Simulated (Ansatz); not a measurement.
**Spinel alloy of ZnGa2O4 and ZnAl2O4 (1 of 16 Ga sites exchanged), 56 atoms**

Computed with DFT, PBEsol, PAW, plane waves in Ansatz.

Command:

```sh
ansatz run in.yaml --threads 2 --pin off --max-ram 20900MiB --runs-dir r --events-out ev --progress --plain --backend cuda --devices 0, --max-vram 18GiB
```

The input less its lattice and atoms:

```yaml
crystal:
  symmetry: { detect: false }
kpoints:
  mp_grid: { grid: [1, 1, 1], shift: [0.25, 0.25, 0.25] }
hamiltonian:
  xc: pbesol
scf:
  occupations: { method: fermi_dirac, width: 0.01 }
relax:
  f_tol: 0.03
  max_steps: 80
  escape_saddle: false
  adjacent_minimum: "off"
  cell: { fix: [shape] }
output:
  forces: true
  eigenvalues: true
  populations: true
```

Start:

```
Zn Ga O Al
1.0
     8.32506    0.00000    0.00000
     0.00000    8.32506    0.00000
     0.00000    0.00000    8.32506
Zn Ga O Al
8 15 32 1
Direct
  0.87615 0.37345 0.37684
  0.37572 0.87088 0.37419
  0.37546 0.37311 0.87548
  0.12595 0.12497 0.12419
  0.87455 0.87160 0.87745
  0.62562 0.62766 0.12903
  0.62466 0.12627 0.62123
  0.12569 0.62579 0.62447
  0.49969 0.00203 0.99914
  0.74705 0.25101 0.00235
  0.74714 0.99475 0.25238
  0.00262 0.50291 0.00086
  0.25105 0.74757 0.00233
  0.99706 0.99780 0.49909
  0.49914 0.50042 0.49593
  0.24724 0.24880 0.49485
  0.25130 0.49759 0.24817
  0.49923 0.25326 0.25082
  0.75505 0.74754 0.50230
  0.25011 0.99998 0.75368
  0.75125 0.49978 0.74818
  0.99838 0.25258 0.74984
  0.50238 0.75056 0.75210
  0.51191 0.01070 0.23933
  0.73915 0.24184 0.23963
  0.51082 0.23507 0.01107
  0.73536 0.00832 0.01599
  0.01251 0.50509 0.23681
  0.24316 0.73634 0.24091
  0.00858 0.73811 0.01233
  0.23677 0.50793 0.00909
  0.00980 0.01125 0.73911
  0.24114 0.23711 0.73989
  0.00960 0.23626 0.51088
  0.23310 0.00859 0.51147
  0.26388 0.26721 0.25528
  0.48645 0.49293 0.26163
  0.48801 0.26317 0.49508
  0.26101 0.48571 0.49254
  0.51042 0.51315 0.73585
  0.73812 0.74178 0.73574
  0.51085 0.74314 0.51642
  0.73687 0.51259 0.50998
  0.76613 0.76448 0.26363
  0.98902 0.98692 0.26370
  0.99053 0.75800 0.48906
  0.75690 0.99078 0.49001
  0.76072 0.25926 0.75710
  0.98546 0.48525 0.75813
  0.98728 0.26084 0.98811
  0.76060 0.48858 0.99743
  0.25510 0.76387 0.76474
  0.48697 0.98906 0.76306
  0.48893 0.76198 0.98898
  0.26515 0.98954 0.98624
  0.99551 0.75009 0.24744
```

Steps:

```
 step  energy less the first (eV)  largest force component (eV/Å)  pressure (GPa)
start                       0.000                           1.445            0.30
    1                      -0.516                           0.735            0.02
    2                      -0.753                           0.026            0.01
    3                      -0.753                           0.026            0.01
```

A structure on the way, about -0.75 eV from the start:

```xyz
56
Lattice="8.3243 0.0000 0.0000 0.0000 8.3243 0.0000 0.0000 0.0000 8.3243" Properties=species:S:1:pos:R:3 pbc="T T T"
Zn    7.2899    3.1281    3.1143
Zn    3.1089    7.2720    3.1146
Zn    3.1111    3.1250    7.2909
Zn    1.0290    1.0286    1.0540
Zn    7.2890    7.2716    7.2959
Zn    5.2095    5.2094    1.0543
Zn    5.2071    1.0320    5.2005
Zn    1.0294    5.2105    5.1987
Ga    4.1585    8.3232    0.0031
Ga    6.2416    2.0785    0.0051
Ga    6.2504    8.3089    2.0768
Ga    8.3135    4.1729    0.0140
Ga    2.0672    6.2500    0.0161
Ga    0.0043    8.3093    4.1518
Ga    4.1583    4.1614    4.1646
Ga    2.0775    2.0778    4.1649
Ga    2.0649    4.1722    2.0921
Ga    4.1585    2.0800    2.0844
Ga    6.2534    6.2317    4.1532
Ga    2.0765    8.3205    6.2457
Ga    6.2393    4.1595    6.2465
Ga    8.3207    2.0778    6.2457
Ga    4.1603    6.2418    6.2468
O     4.2572    0.0858    1.9912
O     6.1525    1.9811    1.9911
O     4.2516    1.9877    0.0986
O     6.1461    0.0913    0.0940
O     0.0765    4.3133    2.0048
O     1.9249    6.1627    2.0056
O     0.0766    6.1630    0.1566
O     1.9757    4.2627    0.1048
O     0.0897    0.0836    6.1476
O     1.9815    1.9860    6.1537
O     0.0888    1.9793    4.2522
O     1.9872    0.0907    4.2589
O     2.1645    2.1779    2.1777
O     4.0591    4.0739    2.1772
O     4.0666    2.1714    4.0698
O     2.1708    4.0661    4.0753
O     4.2510    4.2565    6.1545
O     6.1531    6.1475    6.1477
O     4.2582    6.1483    4.2518
O     6.1462    4.2495    4.2581
O     6.3934    6.3203    2.1632
O     8.2411    8.1695    2.1632
O     8.2420    6.3191    4.0117
O     6.3413    8.2190    4.0636
O     6.3354    2.1710    6.3394
O     8.2276    4.0729    6.3448
O     8.2285    2.1772    8.2405
O     6.3308    4.0666    8.2350
O     2.1656    6.3340    6.3453
O     4.0665    8.2262    6.3390
O     4.0609    6.3345    8.2421
O     2.1718    8.2324    8.2340
Al    8.3213    6.2412    2.0836
```

End:

```xyz
56
Lattice="8.3243 0.0000 0.0000 0.0000 8.3243 0.0000 0.0000 0.0000 8.3243" Properties=species:S:1:pos:R:3 pbc="T T T"
Zn    7.2899    3.1281    3.1143
Zn    3.1089    7.2719    3.1146
Zn    3.1111    3.1250    7.2909
Zn    1.0290    1.0286    1.0540
Zn    7.2890    7.2716    7.2959
Zn    5.2095    5.2094    1.0543
Zn    5.2071    1.0321    5.2005
Zn    1.0294    5.2105    5.1987
Ga    4.1585    8.3232    0.0031
Ga    6.2416    2.0785    0.0051
Ga    6.2504    8.3089    2.0768
Ga    8.3134    4.1729    0.0140
Ga    2.0672    6.2500    0.0161
Ga    0.0043    8.3093    4.1518
Ga    4.1583    4.1614    4.1646
Ga    2.0775    2.0778    4.1649
Ga    2.0649    4.1722    2.0921
Ga    4.1585    2.0800    2.0844
Ga    6.2534    6.2317    4.1532
Ga    2.0765    8.3205    6.2457
Ga    6.2393    4.1595    6.2465
Ga    8.3207    2.0778    6.2457
Ga    4.1603    6.2418    6.2468
O     4.2572    0.0858    1.9912
O     6.1525    1.9811    1.9911
O     4.2516    1.9878    0.0986
O     6.1461    0.0913    0.0940
O     0.0765    4.3133    2.0048
O     1.9249    6.1627    2.0056
O     0.0766    6.1630    0.1566
O     1.9757    4.2627    0.1048
O     0.0897    0.0836    6.1476
O     1.9815    1.9860    6.1537
O     0.0888    1.9793    4.2522
O     1.9872    0.0907    4.2589
O     2.1645    2.1779    2.1777
O     4.0591    4.0739    2.1772
O     4.0666    2.1714    4.0698
O     2.1708    4.0661    4.0753
O     4.2510    4.2565    6.1545
O     6.1531    6.1475    6.1477
O     4.2582    6.1483    4.2518
O     6.1462    4.2495    4.2581
O     6.3934    6.3203    2.1632
O     8.2411    8.1695    2.1632
O     8.2420    6.3191    4.0117
O     6.3413    8.2190    4.0636
O     6.3354    2.1710    6.3394
O     8.2276    4.0729    6.3448
O     8.2285    2.1772    8.2405
O     6.3308    4.0666    8.2350
O     2.1656    6.3340    6.3453
O     4.0665    8.2262    6.3390
O     4.0609    6.3345    8.2421
O     2.1718    8.2324    8.2340
Al    8.3213    6.2412    2.0836
```

The calculation finished and met its thresholds.

Time: 17 s of wall time on one NVIDIA H100 with 2 processor threads, on a host shared with other runs; peak host memory 1.2 GiB.

Q: How much energy did the relaxation gain, and which atom moved most?

A: 0.75 eV in 3 steps, from a start with small random displacements; atom 28 (O) moved 0.12 Å, the median atom 0.03 Å (drift of the whole cell removed).
